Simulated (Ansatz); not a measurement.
# Strain and the gap of MgIn2N2 (R-3m)

MgIn2N2 (R-3m) from a database structure, relaxed with r2SCAN in Ansatz. Space group R-3m (No. 166), trigonal; a = 3.305 Å, c = 23.080 Å in the conventional setting, 14.56 Å³ an atom. Mg is surrounded by 6 N at 2.31 Å; In is surrounded by 3 N at 2.22 Å and 1 In at 2.81 Å; N is surrounded by 3 In at 2.22 Å and 3 Mg at 2.31 Å.

The axes x, y and z are those of this cell:
```
CELL_PARAMETERS angstrom
1.65261 0.95413 7.69350
-1.65261 0.95413 7.69350
0.00000 -1.90827 7.69350
ATOMIC_POSITIONS crystal
Mg 0.00000 0.00000 0.00000
In 0.43915 0.43915 0.43915
In 0.56085 0.56085 0.56085
N 0.27686 0.27686 0.27686
N 0.72314 0.72314 0.72314
```

Unstrained: r2SCAN gives an indirect gap of 0.581 eV, from k = (0.427, -1/2, -0.427) to T; the least direct gap is 0.641 eV at T. HSE06 gives an indirect gap of 1.047 eV, from k = (0.427, -1/2, -0.427) to T; the least direct gap is 1.117 eV at T. Meshes: r2SCAN 10×10×10, HSE06 6×6×6. Strains are changes of length per length. After each strain the atoms were relaxed again with r2SCAN in this cell and within any symmetry left, so distortions that break it or need a larger cell weren't tested; points keep the names that they have in the unstrained zone. No spin polarisation and no zero-point or thermal motion.

Changes of the least gap in eV (an overlap counts as a negative gap):
```json
{"strain": "isotropic -2.16 % on every length", "volume change (%)": "-6.3", "space group": "R-3m", "r2SCAN": "+0.318", "HSE06": "+0.369", "energy rise, r2SCAN (meV/atom)": "23.6"}
{"strain": "epitaxial +4.86 % in the xy plane, free normal strain -1.58 %", "volume change (%)": "+8.2", "space group": "R-3m", "r2SCAN": "-0.586", "HSE06": "-0.725", "energy rise, r2SCAN (meV/atom)": "54.6"}
{"strain": "biaxial +2.22 % in x and y, z held", "volume change (%)": "+4.5", "space group": "R-3m", "r2SCAN": "-0.292", "HSE06": "-0.321", "energy rise, r2SCAN (meV/atom)": "12.7"}
```

Isotropic -2.16 % on every length. HSE06: the gap goes from 1.047 to 1.416 eV (+0.369 eV); the edges go from (0.427, -1/2, -0.427) → T to (0.422, -1/2, -0.422) → T. Stress change with r2SCAN, compression positive: xx +8.58, yy +8.58, zz +8.87 GPa.

Epitaxial +4.86 % in the xy plane, free normal strain -1.58 %. r2SCAN: gap 0.58 before, 0 after (eV); it has closed. HSE06: the gap goes from 1.047 to 0.322 eV (-0.725 eV); the edges go from (0.427, -1/2, -0.427) → T to (0.461, 1/2, -0.461) → T. Stress change with r2SCAN, compression positive: xx -11.21, yy -11.21, zz 0.00 GPa.

Biaxial +2.22 % in x and y, z held. HSE06: the gap goes from 1.047 to 0.726 eV (-0.321 eV); the edges go from (0.427, -1/2, -0.427) → T to (0.443, -1/2, -0.443) → T. Stress change with r2SCAN, compression positive: xx -6.00, yy -6.00, zz -1.67 GPa.

The runs are scalar-relativistic, without spin-orbit coupling.

Where an edge lies off the special points, it is a point of the mesh or the k point where a search put PBE's edge or least direct gap, reused for the other functionals, whose own edges may lie a little apart.

Coordinates of k points refer to the reciprocal vectors of the primitive cell of the runs.
